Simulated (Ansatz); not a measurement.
Input:

ZnS:
```cif
data_S4Zn4
_chemical_formula_sum 'Zn4 S4'
_space_group_name_H-M_alt 'F-43m'
_space_group_IT_number 216
_space_group_name_Hall 'F -4 2 3'
_cell_length_a 5.29681
_cell_length_b 5.29681
_cell_length_c 5.29681
_cell_angle_alpha 90.000
_cell_angle_beta 90.000
_cell_angle_gamma 90.000
loop_
_atom_site_label
_atom_site_type_symbol
_atom_site_symmetry_multiplicity
_atom_site_Wyckoff_symbol
_atom_site_fract_x
_atom_site_fract_y
_atom_site_fract_z
_atom_site_occupancy
Zn1 Zn 4 a 0.00000 0.00000 0.00000 1
S1 S 4 c 0.25000 0.25000 0.25000 1
```
(The calculation used a cell of 2 atoms; values per cell refer to that cell.)

This is the LDA-relaxed structure.

Problem. All from DFT-LDA in the program Ansatz with PAW potentials, unless another level is named. Give the hole effective mass, band 1 of 3 at the edge.

Solution. 0.63 along [100], 3.3 along [110], 1.4 along [111] (mₑ).

Problem. Predict the band gap.

Solution. 2.12 eV (direct).

Problem. And the hole effective mass, band 3 of 3 at the edge?

Solution. 0.18 along [100], 0.15 along [110], 0.14 along [111] (mₑ).

Problem. Predict the electron effective mass.

Solution. 0.17 mₑ (isotropic).

Problem. Predict the valence-band maximum.

Solution. at Γ.

Symmetry was held in the LDA relaxation.

Potentials: the earlier of the program's two PAW sets. The files were generated under PBE; for other functionals the program regenerates the frozen cores, and for LDA and PBEsol the local potential too.
